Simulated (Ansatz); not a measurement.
Geometry optimisation in Ansatz: input, command and trajectory.

```yaml
crystal:
  lattice:
    - [0.0, 3.9852751753, 4.1525258547]
    - [2.3205398093, 0.0, 4.1525258547]
    - [2.3205398093, 3.9852751753, 0.0]
  atoms:
    - { symbol: Ti, position: [0.75, 0.75, 0.75] }
    - { symbol: Ti, position: [0.5, 0.5, 0.5] }
    - { symbol: Si, position: [0.0869652566, 0.4130347434, 0.0869652566] }
    - { symbol: Si, position: [0.4130347434, 0.0869652566, 0.4130347434] }
    - { symbol: Si, position: [0.1630347434, 0.8369652566, 0.1630347434] }
    - { symbol: Si, position: [0.8369652566, 0.1630347434, 0.8369652566] }
basis:
  ecutwfc: 500
kpoints:
  mp_grid: { grid: [10, 10, 10] }
hamiltonian:
  xc: r2scan
scf:
  occupations: { method: gaussian, width: 0.1 }
output:
  forces: true
  stress: true
  eigenvalues: true
relax:
  adjacent_minimum: "off"
  f_tol: 0.008
  max_steps: 50
  cell: { stress_tol: 0.08, p_target: 15.0 }
```

```bash
ansatz run input.yaml --threads 1 --pin off --max-ram 2560MiB --backend cpu --events-out ev --progress --plain --runs-dir out
```

All numbers below come from DFT r2SCAN, scalar-relativistic, plane waves, PAW (Ansatz).

Of 4 frames 3 are shown, positions in Å and forces in eV/Å; the SCF threshold varies from step to step. Steps run on the plane waves of an earlier cell, with a Pulay correction in the pressure. The basis is chosen afresh for the last frame, the zero of the energies, and at times for earlier ones too; energy and pressure can step there, also at an unchanged geometry. Where two frames share a geometry here, they differ by under 2 meV/atom and 0.3 GPa. The relaxation lowers the enthalpy F + PV at the target pressure, so the free energy itself can rise.

```xyz
6
Lattice="0.0000 3.9853 4.1525 2.3205 0.0000 4.1525 2.3205 3.9853 0.0000" Properties=species:S:1:pos:R:3:forces:R:3 pbc="T T T" step=1 free_energy_over_end_meV_per_atom=2.90 pressure_GPa=15.62
Ti    3.4808    5.9779    6.2288    0.0000    0.0000    0.0000
Ti    2.3205    3.9853    4.1525    0.0000    0.0000    0.0000
Si    1.1603    0.6932    2.0763    0.0000   -0.0313    0.0000
Si    1.1603    3.2921    2.0763    0.0000    0.0313    0.0000
Si    2.3205    1.2995    4.1525    0.0000    0.0313    0.0000
Si    2.3205    6.6711    4.1525    0.0000   -0.0313    0.0000
6
Lattice="0.0000 3.9753 4.1658 2.3224 0.0000 4.1658 2.3224 3.9753 0.0000" Properties=species:S:1:pos:R:3:forces:R:3 pbc="T T T" step=2 free_energy_over_end_meV_per_atom=0.83 pressure_GPa=15.11
Ti    3.4837    5.9629    6.2487    0.0000    0.0000    0.0000
Ti    2.3224    3.9753    4.1658    0.0000    0.0000    0.0000
Si    1.1612    0.6896    2.0829    0.0000   -0.0076    0.0000
Si    1.1612    3.2857    2.0829    0.0000    0.0076    0.0000
Si    2.3224    1.2981    4.1658    0.0000    0.0076    0.0000
Si    2.3224    6.6525    4.1658    0.0000   -0.0076    0.0000
6
Lattice="0.0000 3.9793 4.1660 2.3215 0.0000 4.1660 2.3215 3.9793 0.0000" Properties=species:S:1:pos:R:3:forces:R:3 pbc="T T T" step=4 free_energy_over_end_meV_per_atom=0.00 pressure_GPa=14.99
Ti    3.4823    5.9689    6.2490    0.0000    0.0000    0.0000
Ti    2.3215    3.9793    4.1660    0.0000    0.0000    0.0000
Si    1.1608    0.6898    2.0830    0.0000   -0.0030    0.0000
Si    1.1608    3.2895    2.0830    0.0000    0.0030    0.0000
Si    2.3215    1.2998    4.1660    0.0000    0.0030    0.0000
Si    2.3215    6.6588    4.1660    0.0000   -0.0030    0.0000
```

Time: 5.4 min on 1 thread of Intel(R) Xeon(R) Processor @ 2.50GHz (Skylake/Cascade Lake), on a shared host, peak memory 0.9 GiB.